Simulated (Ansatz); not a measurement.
The elements of this relaxed trial crystal are hidden behind letters.

```
lattice vectors (Å)
  -3.9116    3.9116    1.3020
   3.9116   -3.9116    1.3020
   3.9116    3.9116   -1.3020
fractional positions
X 0.0000 0.7267 0.7267
X 0.0000 0.2733 0.2733
X 0.2733 0.0000 0.2733
X 0.7267 0.0000 0.7267
Z 0.5000 0.5000 0.0000
```

Computed with DFT PBE, scalar-relativistic, plane waves, PAW in Ansatz 0.2.0. The final run on the 5-atom cell used 420 eV, a Γ-centred 14×14×14 mesh, 0.10 eV smearing and no spin polarisation.

| Item | Value |
| --- | --- |
| Space group | I4/mmm (No. 139) |
| Conventional cell | a = 7.823 Å, c = 2.604 Å |
| Volume per atom | 15.94 Å³ |
| Density | 3.47 g/cm³ |
| Formation energy | −0.20 eV/atom |
| Gap on the 14×14×14 mesh of the 5-atom cell | 0 eV (a metal) |

Energies are uncorrected and count from the elements' standard states at the same level.

Problem. X is a p-block element of period 3 and Z is a d-block element of period 4. Which elements are they?

Solution. X = Al, Z = Ni, so the formula is Al4Ni. Density times volume gives a mean mass of 3.47 × 15.94/1.6605 = 33.3 u per atom, and this set has 33.3 u. Al has 2 Ni at 2.50 Å, 2 Al at 2.60 Å, 4 Al at 2.83 Å and 2 Al at 3.02 Å; around Ni lie 8 Al at 2.50 Å and 2 Ni at 2.60 Å. Other sets within the hints have nearly the same mass, so mass alone doesn't settle it; this one was computed.

Trial moments died out on the coarse mesh, so the last step has no spin; another magnetic start might hold. A later test with randomly moved atoms ended 2 meV/atom lower on a coarse mesh, in Fmmm at a loose tolerance, which is no clear verdict on its stability.
